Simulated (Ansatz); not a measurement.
The calculation used Ansatz, DFT PBE, scalar-relativistic, plane waves, PAW. Settings: cutoff 420 eV, Γ-centred meshes spaced at most about 0.3 Å⁻¹, and about 0.25 Å⁻¹ or finer for metals (2π included), Gaussian smearing. No spin polarisation in the final relaxations.

These are static total energies at zero pressure.

Two forms of Zn3F were relaxed alike.

1.

```xyz
4
Lattice="3.9549 0.0000 0.0000 0.0000 3.9549 0.0000 0.0000 0.0000 3.9549" Properties=species:S:1:pos:R:3 pbc="T T T"
Zn    0.0000    1.9775    1.9775
Zn    1.9775    0.0000    1.9775
Zn    1.9775    1.9775    0.0000
F     0.0000    0.0000    0.0000
```

2.

```xyz
4
Lattice="0.0000 3.1347 3.1347 3.1347 0.0000 3.1347 3.1347 3.1347 0.0000" Properties=species:S:1:pos:R:3 pbc="T T T"
Zn    1.5673    1.5673    1.5673
Zn    4.7020    4.7020    4.7020
Zn    3.1347    3.1347    3.1347
F     0.0000    0.0000    0.0000
```

Task: Which is lower in energy, and by how much?

Result: Cell 1 is lower, by 8 meV/atom. Cell 1 has space group Pm-3m (No. 221), 15.5 Å³/atom and no gap on its mesh; cell 2 has the BiF3 (D0_3) type, space group Fm-3m (No. 225), 15.4 Å³/atom and no gap. Counting Zn atoms around F (those within 1.25 times the shortest such distance or 1.15 times the sum of covalent radii; a plus sign parts nearer from farther groups; the shortest distance is added where it is long for a bond), cell 1 has F 12 from 2.8 Å and cell 2 has F 8+6 from 2.7 Å. In cell 1, Zn has 4 F at 2.80 Å and 8 Zn at 2.80 Å; F has 12 Zn at 2.80 Å (long contacts). In cell 2, around Zn on a site of symmetry -43m lie 4 F at 2.71 Å, 4 Zn at 2.71 Å and 6 Zn at 3.13 Å; around Zn on a site of symmetry m-3m lie 8 Zn at 2.71 Å and 6 F at 3.13 Å; F is surrounded by 8 Zn at 2.71 Å and 6 Zn at 3.13 Å (long contacts). Both come from invented guesses. A third cell relaxed alike, in Cmmm, lies 220 meV/atom below the lower of the two.

The k mesh leaves some 4 meV/atom of noise in the energy of each metallic cell. In Pm-3m, Fm-3m an odd number of electrons in the primitive cell allows no gap without spin; a larger cell or a magnetic state could open one. Cells relaxed within their symmetry can be saddle points.
